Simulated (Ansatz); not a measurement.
A distorted cell of MoS2 (3R-MoS2 type, space group R3m):

```yaml
crystal:
  lattice:
    - [1.52284, 0.87921, 6.25620]
    - [-1.52284, 0.87921, 6.25620]
    - [0.00000, -1.75842, 6.25620]
  atoms:
    - { symbol: Mo, position: [0.00002, 0.00002, 0.00002] }
    - { symbol: S, position: [0.75355, 0.75355, 0.75355] }
    - { symbol: S, position: [0.57974, 0.57974, 0.57974] }
```

Level of theory: PBE-D3(BJ) (plane waves to 420 eV, PAW, scalar-relativistic; Ansatz, an electronic-structure program). k mesh 12×12×12 (Γ-centred), Fermi-Dirac smearing 0.05 eV. Energies are smeared free energies. Compression counts positive. As the atoms are clamped, bonds stretch with the cell, which overstates energies and stresses. As the smearing reaches across the gap at some points, the response to shear is sensitive to the k mesh, so small differences along c/a are uncertain. MoS2 is run without spin polarisation. MoS2 was relaxed with its symmetry unable to fall. This is one of several known forms of MoS2; the measured ambient cells at hand have space group No. 194.

Problem. Give the stress tensor in GPa and the pressure.

Solution. 
```
    8.5      0.0      0.0
    0.0      8.5      0.0
    0.0      0.0     -6.0
```
The pressure, a third of the trace, is 3.7 GPa.

Problem. It is the relaxed cell deformed to V/V₀ = 0.973, (c/a)/(c/a)₀ = 1.080, c along z, fractional positions held. What is its energy relative to the relaxed cell?

Solution. 44 meV/atom.

(Under strain, the slope of the energy per volume gives the stress and its curvature an elastic modulus.)
